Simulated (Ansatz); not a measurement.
One crystal and one scan (frozen-phonon scan) at two levels, PBE (plane waves to 420 eV, PAW, scalar-relativistic; Ansatz, a quantum-chemistry and plane-wave program) and r2SCAN (plane waves to 500 eV, PAW, scalar-relativistic; Ansatz), each from its own relaxed cell and on its own mesh. The cell shown is that of PBE.

Relaxed Cu (fcc, Cu type):

```
Cu
1.0
    0.00000     3.62969     3.62969
    1.81485     0.00000     1.81485
    1.81485     1.81485     0.00000
Cu
2
Cartesian
  0.00000   0.00000   0.00000
  1.81485   1.81485   3.62969
```

The atoms are displaced by Q × the pattern below (from a DFPT mode at L = (0.5, 0.0, 0.0), largest move 1; Q in Å), at fixed cell. It is one choice among 2 degenerate patterns. (q is in reciprocal vectors of the primitive cell; the cell shown is doubled to hold the pattern.)

```json
[
 {"atom": "Cu1", "x": "-0.285", "y": "0.520", "z": "-0.805"},
 {"atom": "Cu2", "x": "0.285", "y": "-0.520", "z": "0.805"}
]
```

Cu is run without spin polarisation. Cu was relaxed with its symmetry unable to fall. With partly filled bands, energies and forces of such displacements shift with the k mesh and the smearing. Percentages come from the unrounded values.

Results of PBE:

```
Property                                                                                                                                           Value
----------------------------------------------------------------------------------------  --------------------------------------------------------------
Lattice constant a (Å)                                                                                                                             3.630
Harmonic wavenumber from the curvature (finite differences) (cm⁻¹ (negative: imaginary))                                                             113
Shape of the curve                                                                        a single well with its minimum at or next to zero displacement
```

Estimate the r2SCAN values.


| quantity | r2SCAN | PBE − r2SCAN |
|---|---|---|
| Lattice constant a (Å) | 3.577 | +0.053 (+1.5 %) |
| Harmonic wavenumber from the curvature (finite differences) (cm⁻¹ (negative: imaginary)) | 119 | -6 (-4 %) |

PBE gives the higher value for: lattice constant a. PBE gives the lower value for: harmonic wavenumber from the curvature. Both give the same shape of the curve: a single well with its minimum at or next to zero displacement.

(A displaced cell: forces are minus the slopes of the energy, force constants its curvatures, and phonons follow from these.)
